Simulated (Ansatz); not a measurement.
TiO2:
```
TiO2
1.0
   -1.86980     1.86980     4.73008
    1.86980    -1.86980     4.73008
    1.86980     1.86980    -4.73008
Ti O
2 4
Cartesian
  0.00000   0.00000   0.00000
  0.00000   1.86980   2.36504
  0.00000   1.86980   4.33202
  0.00000   0.00000   1.96698
  0.00000   0.00000   7.49317
  0.00000   1.86980   0.39805
```

Tensor components refer to the Cartesian frame of this cell.

### Question
Give the high-frequency dielectric tensor and the Born effective charge tensors of the independent atoms from DFPT, LDA (plane waves, PAW; program Ansatz).

### Answer

ε∞:
```
6.87  0.00  0.00
0.00  6.87  0.00
0.00  0.00  6.27
```
Z* of atom 1 (Ti), rows: field, columns: displacement, in e:
```
6.56  0.00  0.00
0.00  6.56  0.00
0.00  0.00  5.72
```
Z* of atom 3 (O), rows: field, columns: displacement, in e:
```
-5.43   0.00   0.00
 0.00  -1.13   0.00
 0.00   0.00  -2.86
```

Space group I4_1/amd (anatase). The LDA relaxation kept the symmetry of its start. The run is not spin-polarised.

Potentials: the earlier of the program's two PAW sets. The files were generated under PBE; for other functionals the program regenerates the frozen cores, and for LDA and PBEsol the local potential too.
